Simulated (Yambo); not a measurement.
G0W0@PBE for GaP (zinc blende, space group F-43m, No. 216) in Yambo. Reference settings: 4×4×4 Γ-centred k mesh, bands 5 to 180 and a 15 Ry block in the screening, 180 bands in G with the Bruneval-Gonze terminator, plasmon pole fitted at 27.2 eV. The PBE gap Γ → X on this mesh is 1.64 eV; G0W0 gaps are taken between the same points.

The settings were changed. The gap went from 2.32 eV to 2.26 eV, and the shift of the valence edge from -0.80 eV to -0.60 eV.

Task: What was changed between the two runs?
A. 63 bands in W, 63 bands in G, 12 Ry block
B. 113 bands in G, no terminator
C. no terminator
D. 63 bands in G

Result: A, 63 bands in W, 63 bands in G, 12 Ry block. The others gave (gap, valence shift): no terminator: 2.30, -0.76 eV; 113 bands in G, no terminator: 2.28, -0.70 eV; 63 bands in G: 2.32, -0.81 eV.

Spin-orbit coupling is not included.

Geometry relaxed with PBEsol; primitive cell a = 3.8466 Å, b = 3.8466 Å, c = 3.8466 Å, α = 60.00°, β = 60.00°, γ = 60.00°.

A shift is the quasiparticle energy of the state minus its PBE energy.

The potentials are those of PseudoDojo's stringent table.
